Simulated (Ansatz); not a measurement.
InAgTe$_{2}$ (chalcopyrite)

```
CELL_PARAMETERS angstrom
     -3.21554     3.21554     6.38368
      3.21554    -3.21554     6.38368
      3.21554     3.21554    -6.38368
ATOMIC_POSITIONS crystal
  Ag 0.75000 0.25000 0.50000
  Ag 0.00000 0.00000 0.00000
  In 0.25000 0.75000 0.50000
  In 0.50000 0.50000 0.00000
  Te 0.11626 0.12500 0.49126
  Te 0.63374 0.62500 0.50874
  Te 0.37500 0.88374 0.00874
  Te 0.87500 0.36626 0.99126
```

The slice is a (001) plane (indices of the conventional cell) through the point (0.250, 0.750, 0.500) (fractional), spanned by u = [101] and v = [011] in vectors of this cell: u (6.43 Å) and v (6.43 Å, at 90° to u). It covers one period; positions are fractions (u, v).

Computed with PBEsol (plane waves to 420 eV, PAW, scalar-relativistic; Ansatz, a quantum-chemistry and plane-wave program). k mesh 7×7×7. Inside the PAW spheres the values are not all-electron values, and peaks at nuclei hang on which shells count as valence. InAgTe2 was relaxed with its symmetry unable to fall. Spin-orbit coupling is left out, though Te is heavy.

Three fields on this plane, each scaled to ten steps between its own extremes (0 low, 9 high; the total valence density on a logarithmic scale, the potential cut 8 eV below its top; x marks points blanked near nuclei; v = 0 in the bottom row):

Map A
```
|xxx026899999998730xx|
|xxx047889999998740xx|
|x0036778999999876300|
|23466778899998876642|
|67777778888888777776|
|88888777655677777788|
|9999887620x026788889|
|99999872xxxxx2688999|
|99999860xxxxx0589999|
|9999985xxxxxxx589999|
|99999850xxxxx0689999|
|99998862xxxxx2789999|
|9988887620x026788999|
|88877777765567778888|
|66777778888888777777|
|22466788999988776643|
|x0036789999998776300|
|xxx047899999988740xx|
|xxx037899999998620xx|
|xxxx2689999999862xxx|
```

Map B
```
|xxx443100000012444xx|
|xxx455320000124554xx|
|x4457764210125787544|
|44579986321247999754|
|34589996422347999753|
|12479975333335798631|
|0125775334x433566420|
|00124433xxxxx3343200|
|00012334xxxxx4322100|
|0000123xxxxxxx321000|
|00012234xxxxx4332100|
|00023433xxxxx3344210|
|0024665334x433577521|
|11368975333335799742|
|33579997432246999854|
|44579997421236899754|
|x4457875210124677544|
|xxx455421000023554xx|
|xxx444210000001344xx|
|xxxx4310000000134xxx|
```

Map C
```
|xxx965321000123569xx|
|xxx865432111234568xx|
|x9876544322234556789|
|76666555433345556666|
|55555655555555565555|
|33455566677766655443|
|2234556789x987655432|
|11234568xxxxx8654321|
|00123579xxxxx9753210|
|0012357xxxxxxx753210|
|00123579xxxxx9753210|
|11234568xxxxx8654321|
|2234556789x987655432|
|33445566677766655543|
|55555655555555565555|
|76666555433345556666|
|x9876554322234456789|
|xxx865432111234568xx|
|xxx965321000123569xx|
|xxxx7532100012357xxx|
```

Q: Assign the maps to these fields: electron localisation function (ELF); valence electron density; electrostatic potential energy of an electron, from the cell's mean.

A: A is the electrostatic potential energy of an electron, from the cell's mean; B is the electron localisation function (ELF); C is the valence electron density.
